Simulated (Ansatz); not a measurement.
PbSe:
```
CELL_PARAMETERS angstrom
      4.06893     0.00000     0.00000
     -2.03447     3.52380     0.00000
      0.00000     0.00000     3.86167
ATOMIC_POSITIONS crystal
  Pb 0.00000 0.00000 0.00000
  Se 0.66667 0.33333 0.50000
```

Relaxed with LDA. Special points in fractions of this cell's reciprocal vectors: Γ (0.000, 0.000, 0.000); M (0.500, 0.000, 0.000); K (0.333, 0.333, 0.000); A (0.000, 0.000, 0.500); L (0.500, 0.000, 0.500); H (0.333, 0.333, 0.500).

Question: List the band energies nearest the Fermi level at these points for LDA (plane waves, PAW; program Ansatz).

Answer: In eV from the Fermi level; about four levels below and three above (degenerate sets whole), none deeper than 8.9 eV; points with the same levels are listed once.

| k | below | above |
|---|---|---|
| Γ | -6.52 -2.31 -1.41 -1.41 | 3.44 3.44 4.92 |
| M | -8.66 -2.65 -1.89 -1.01 | 2.00 3.50 5.12 |
| K | -8.75 -4.34 -0.79 | 0.49 1.63 3.31 |
| A | -0.71 -0.71 | 0.45 0.93 3.66 3.66 |
| L | -7.63 -4.31 -4.26 -1.16 | 1.90 2.83 2.86 |
| H | -4.31 -4.14 -2.33 -0.67 | 4.90 6.35 7.99 |

Space group P-6m2. The cell is a constructed one: a structure type filled with these elements; neither database checked (COD, Materials Project) lists it. It is not the phase usual at ambient conditions (space group No. 225). Symmetry was held in the LDA relaxation; of distortions, only those at the zone centre were tested, and some modes there are weakly imaginary. Spin–orbit coupling is left out wherever it is not named.

Potentials: the later of the program's two PAW sets.
